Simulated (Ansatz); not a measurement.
Bi:
```cif
data_Bi16
_chemical_formula_sum 'Bi16'
_space_group_name_H-M_alt 'Cmce'
_space_group_IT_number 64
_space_group_name_Hall '-C 2ac 2'
_cell_length_a 11.34325
_cell_length_b 6.65956
_cell_length_c 6.53485
_cell_angle_alpha 90.000
_cell_angle_beta 90.000
_cell_angle_gamma 90.000
loop_
_space_group_symop_operation_xyz
  'x, y, z'
  '-x, -y, -z'
  '-x+1/2, -y, z+1/2'
  'x+1/2, y, -z+1/2'
  'x, -y, -z'
  '-x, y, z'
  '-x+1/2, y, -z+1/2'
  'x+1/2, -y, z+1/2'
  'x+1/2, y+1/2, z'
  '-x+1/2, -y+1/2, -z'
  '-x, -y+1/2, z+1/2'
  'x, y+1/2, -z+1/2'
  'x+1/2, -y+1/2, -z'
  '-x+1/2, y+1/2, z'
  '-x, y+1/2, -z+1/2'
  'x, -y+1/2, z+1/2'
loop_
_atom_site_label
_atom_site_type_symbol
_atom_site_symmetry_multiplicity
_atom_site_Wyckoff_symbol
_atom_site_fract_x
_atom_site_fract_y
_atom_site_fract_z
_atom_site_occupancy
Bi1 Bi 8 d 0.20652 0.00000 0.00000 1
Bi2 Bi 8 f 0.00000 0.18249 0.33482 1
```
(The calculation used a cell of 8 atoms; values per cell refer to that cell.)

Relaxed at zero pressure with PBEsol in the plane-wave PAW code Ansatz.

Problem. The volume is lowered by 9 % and shape and atoms relax at that volume. What pressure results, and how do the axes share the change?

Solution. 6.3 GPa; a -4.0 %, b -3.2 %, c -2.0 %; the energy rises by 48 meV/atom.

Problem. Give the new structure.

Solution. 
Space group Cmce (No. 64); a = 10.8846 Å, b = 6.4463 Å, c = 6.4024 Å, α = β = γ = 90.00°

| atom | site | symmetry | x | y | z |
|---|---|---|---|---|---|
| Bi | 8d | 2.. | 0.2124 | 0.0000 | 0.0000 |
| Bi | 8f | m.. | 0.0000 | 0.1759 | 0.3248 |

The phase is kept; no other phase was compared at this pressure.

The first step of the workflow began from a Materials Project structure, measured or hypothetical; the Crystallography Open Database copy checked does not list it. It is not the phase usual at ambient conditions (space group No. 166). The cell keeps a stress of up to 0.3 GPa. The cell was relaxed with PBEsol under the symmetry of its start; its stability against distortions is not shown here. Axis ratios of metals converge slowly with the k-mesh, so a and c are less sure than the volume. Scalar-relativistic: spin–orbit coupling is off unless named, which matters more the heavier the elements.

Potentials: the later of the program's two PAW sets.
